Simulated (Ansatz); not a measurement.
SrCl2 (fluorite, space group No. 225), DFT-PBEsol in the program Ansatz with PAW potentials. The conduction-band minimum lies at Γ, with 1 equivalent valley. Second derivatives d²E/dk² of the lowest band at one valley (eV·Å²), along Cartesian directions:

```
direction  d²E/dk²
---------  -------
[100]        20.45
[010]        20.45
[001]        20.45
[110]        20.46
[101]        20.46
[011]        20.46
```

### Question
Find the principal effective masses, the density-of-states mass and the conductivity mass.

### Answer
Off-diagonal terms follow from H_xy = H[110] − (H_xx + H_yy)/2, and m*/mₑ = 7.620 eV·Å² over each eigenvalue: 0.37, 0.37, 0.37. One valley's DOS mass (m₁m₂m₃)^(1/3) = 0.37, conductivity mass 3/(Σ 1/mᵢ) = 0.37 mₑ.

### Question
What effective density of states Nc follows at 300 K for parabolic valleys?

### Answer
Nc = 2.509e19 × 1 × (0.37)^(3/2) ≈ 5.6e18 cm⁻³.

Space group Fm-3m (fluorite). The PBEsol relaxation kept the symmetry of its start. Scalar-relativistic: spin–orbit coupling is off unless named, which matters more the heavier the elements.

Potentials: the later of the program's two PAW sets.

Edges and masses are those of Kohn–Sham bands, whose gap is no quasiparticle gap.
